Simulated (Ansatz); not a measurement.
Consider the following.

ZrGeS (space group P4/nmm)

```xyz
6
Lattice="3.6019 0.0000 0.0000 0.0000 3.6019 0.0000 0.0000 0.0000 7.9879" Properties=species:S:1:pos:R:3 pbc="T T T"
Zr     0.0000     1.8010     5.7791
Zr     1.8010     0.0000     2.2088
Ge     1.8010     1.8010     0.0000
Ge     0.0000     0.0000     0.0000
S      0.0000     1.8010     3.0330
S      1.8010     0.0000     4.9550
```

This relaxed cell (volume V₀) is scaled evenly in all directions, its shape held. The atoms relax within the cell's symmetry.

These are PBEsol (plane waves to 420 eV, PAW, scalar-relativistic; Ansatz, a first-principles code) values and carry that method's errors. k mesh 13×13×6 (Γ-centred), Fermi-Dirac smearing 0.05 eV. Energies are smeared free energies. Stress and pressure are positive under compression. With the shape held, the modulus is that of even scaling; a crystal free to change shape is softer. ZrGeS is run without spin polarisation. ZrGeS was relaxed with its symmetry unable to fall. ΔE is measured from the relaxed starting cell.

The scan covers V/V₀ from 0.900 to 1.100 in 9 points.

Problem. What is ΔE at V/V₀ = 1.100?

Solution. 60 meV/atom.

Problem. What pressure does the cell carry at V/V₀ = 0.900?

Solution. 17.5 GPa.

Problem. What is ΔE at V/V₀ = 0.900?

Solution. 86 meV/atom.

(A scan under strain: stresses follow from slopes of the energy per volume, elastic moduli from its curvatures.)
